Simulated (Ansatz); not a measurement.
SiB:
```cif
data_B2Si2
_chemical_formula_sum 'Si2 B2'
_space_group_name_H-M_alt 'P63mc'
_space_group_IT_number 186
_space_group_name_Hall 'P 6c -2c'
_cell_length_a 3.17357
_cell_length_b 3.17357
_cell_length_c 5.83640
_cell_angle_alpha 90.000
_cell_angle_beta 90.000
_cell_angle_gamma 120.000
loop_
_atom_site_label
_atom_site_type_symbol
_atom_site_symmetry_multiplicity
_atom_site_Wyckoff_symbol
_atom_site_fract_x
_atom_site_fract_y
_atom_site_fract_z
_atom_site_occupancy
Si1 Si 2 b 0.33333 0.66667 0.35713 1
B1 B 2 b 0.33333 0.66667 0.01786 1
```

Relaxed at zero pressure with r²SCAN in the plane-wave PAW code Ansatz.

The volume is lowered by 3 % and shape and atoms relax at that volume. What pressure results, and how do the axes share the change?

3.8 GPa; a -1.5 %, b -1.5 %, c -0.1 %; the energy rises by 4 meV/atom.

Give the new structure.


Space group P6₃mc (No. 186); a = b = 3.127 Å, c = 5.830 Å, α = β = 90.00°, γ = 120.00°

```csv
atom,site,symmetry,x,y,z
Si,2b,3m.,0.3333,0.6667,0.3559
B,2b,3m.,0.3333,0.6667,0.0191
```

The phase is kept; no other phase was compared at this pressure.

Space group P6_3mc (wurtzite). The first step of the workflow began from a Materials Project structure, measured or hypothetical; the Crystallography Open Database copy checked does not list it. Whether it is the stable phase at ambient conditions was not checked. The cell was relaxed with r²SCAN under the symmetry of its start. At this level the phase is mechanically unstable. Its formation energy is positive at this level, so the cell may be metastable or incomplete.

Potentials: the later of the program's two PAW sets.
